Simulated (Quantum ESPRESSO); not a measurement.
## Kohn-Sham bands of Ba (fcc (Cu type), model phase)

```
CELL_PARAMETERS angstrom
      0.00000     3.23266     3.23266
      3.23266     0.00000     3.23266
      3.23266     3.23266     0.00000
ATOMIC_POSITIONS crystal
  Ba 0.00000 0.00000 0.00000
```

Cell from Materials Project (mp-10679), symmetrised, no further relaxation. This isn't the element's usual structure (bcc); take it as a model of another phase. Level: PBEsol, no spin polarisation, no spin-orbit coupling; pw.x of Quantum ESPRESSO at 46 Ry with PseudoDojo potentials, 8×8×8 k-points, Wannier90. Density: 12×12×12 mesh, cold smearing 0.01 Ry. Spin-orbit coupling is left out although heavy elements are present.

Energies are relative to the Fermi level; weights are on the orthonormalised atomic waves of the pseudopotential files, averaged over the group. 10 electrons a cell are treated as valence.

| bands | from (eV) | to (eV) | filling | weight on atomic waves |
|---|---|---|---|---|
| 1 | -29.05 | -29.01 | filled | (withheld) |
| 2–4 | -14.37 | -14.01 | filled | (withheld) |

Which atomic shells make up each group?


- 1, weight on atomic waves: Ba 5s 99 %
- 2–4, weight on atomic waves: Ba 5p 99 %

No gap over 0.05 eV opens at the Fermi level at this level of theory.
